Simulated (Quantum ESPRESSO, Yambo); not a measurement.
Rb2PtF6 (space group P-3m1, No. 164). The geometry is that of Materials Project entry mp-8192, symmetrised and not relaxed again. Chain: PBEsol (Quantum ESPRESSO, PseudoDojo norm-conserving, 84 Ry, no spin-orbit coupling); G0W0 in Yambo (3×3×2 Γ-centred k mesh, bands 5 to 222 and a 7 Ry block in the screening, 222 bands in G with the Bruneval-Gonze terminator, plasmon pole fitted at 27.2 eV); BSE (3×3×4 mesh, 21 valence and 8 conduction bands, static screening with 92 bands and a 3 Ry block, scissor 3.86 eV, Tamm-Dancoff).

```json
{
  "PBEsol gap (dense path)": "2.53 eV",
  "PBEsol gap H → (0, 0.333, -0.5) on the GW mesh": "2.61 eV",
  "PBEsol smallest direct gap on the GW mesh, at (0, 0.333, -0.5)": "2.64 eV",
  "G0W0 direct gap at that point": "6.51 eV",
  "G0W0 correction to the gap H → (0, 0.333, -0.5)": "3.86 eV",
  "lowest_exciton": "no binding energy given (see below)"
}
```

Rough cost of the Yambo steps against G0W0 for 10 states: BSE within a factor of two.

Nearest settings tried, and what they do to the gap: 148 bands in G: +8 meV; 93 bands in W, 93 bands in G: +161 meV; 6 Ry block (277 vectors against 307): -6 meV. Not varied: mesh. So the settings aren't converged at that level. The mesh misses a band edge: along a dense path the PBEsol gap is 2.53 eV against 2.61 eV on the mesh. The BSE states are vertical excitations (zero momentum); the indirect quasiparticle gap, about 6.39 eV, is smaller than the direct one (6.51 eV on the GW mesh). The run can't give a binding energy: the direct gap on its mesh, 6.51 eV, isn't the smallest one (6.41 eV from the band path plus the scissor). Axes are Cartesian, with cell vectors (Å) (5.93, 0.00, 0.00), (-2.96, 5.13, 0.00), (0.00, 0.00, 4.77).

Spin-orbit coupling is left out, which matters for elements this heavy: edges can move by tenths of an eV.

The structure is a Materials Project entry; no match was found in the copy of COD used, and its stability was not checked.
